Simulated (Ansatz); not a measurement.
This guess for Ga₅Sb₃As₂ is about to be relaxed.

```cif
data_structure
_symmetry_space_group_name_H-M 'I-4m2'
_symmetry_Int_Tables_number 119
_cell_length_a 4.0263
_cell_length_b 4.0263
_cell_length_c 28.4705
_cell_angle_alpha 90.000
_cell_angle_beta 90.000
_cell_angle_gamma 90.000
_cell_volume 461.55
loop_
_atom_site_label
_atom_site_type_symbol
_atom_site_symmetry_multiplicity
_atom_site_Wyckoff_symbol
_atom_site_fract_x
_atom_site_fract_y
_atom_site_fract_z
_atom_site_occupancy
Ga1 Ga 4 e 0.50000 0.50000 0.10000 1
Ga2 Ga 4 e 0.00000 0.00000 0.20000 1
Ga3 Ga 2 a 0.00000 0.00000 0.00000 1
Sb1 Sb 2 d 0.50000 0.00000 0.25000 1
Sb2 Sb 4 f 0.50000 0.00000 0.45000 1
As1 As 4 f 0.00000 0.50000 0.35000 1
```

The calculation used DFT PBE, scalar-relativistic, plane waves, PAW in Ansatz. Cutoff 420 eV, Gaussian smearing, Γ-centred meshes. Cell and atoms relax first on a coarse mesh and then on a finer one. In between, the cell is made exact in the group found at 0.06 Å. In metals the finer mesh still leaves noise of several meV/atom or more. The steps can't lower the symmetry of their start. No spin polarisation.

A guess keeps its type if space group and coordination stay and the shape of the cell changes little (axis ratios within about 15 %, angles within 6°); the volume may change.

Task: Does this structure survive the relaxation?

Result: It keeps its type. The symmetry stays I-4m2 (No. 119). The volume per atom grows by 18.8 %, from 23.1 to 27.4 Å³. The shortest distance goes from 2.47 Å (Ga–As and Ga–Sb) to 2.54 Å (Ga–As). The ratio c/a of the conventional cell changes by a factor of 1.00. Counting neighbours within 15 % of an atom's shortest distance, the start has As 4, Ga 4, Sb 4 and the end As 4, Ga 4, Sb 4.

Formation energies are uncorrected and refer to the elements' standard structures at the same level.

Task: At what energy does it end?

Result: −0.21 eV/atom. Whether it is stable depends on the other phases of the system, which aren't compared here.

The last run used a 12×12×12 mesh for its 10-atom cell and Gaussian smearing of 0.10 eV. Spin–orbit coupling, which can matter for Sb, is left out. The reference form of As is held partly by dispersion forces, which this level lacks. Symmetry constrained the relaxation, so the result can be a saddle point.
